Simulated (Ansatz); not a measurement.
Sc (fcc): energy against volume

All numbers below come from DFT, LDA (PW92), plane waves (420 eV) with PAW, scalar-relativistic (Ansatz 0.2.0). (PAW data from PBE, frozen cores regenerated.)

The cell is scaled uniformly from the relaxed one, with fractional coordinates and shape fixed. Energies are extrapolated to zero smearing, pressures are those at the given smearing. Magnetic state: spin not included.

A Birch-Murnaghan fit gives V₀ = 22.35 Å³/atom, B₀ = 58 GPa, B₀′ = 3.2.

What are the energy above the minimum and the pressure at 19.786 Å³/atom?

63.2 meV/atom and 8.89 GPa as computed.

What are the energy above the minimum and the pressure at 23.384 Å³/atom?

8.2 meV/atom and -2.17 GPa as computed.

What are the energy above the minimum and the pressure at 25.183 Å³/atom?

55.2 meV/atom and -5.47 GPa as computed.
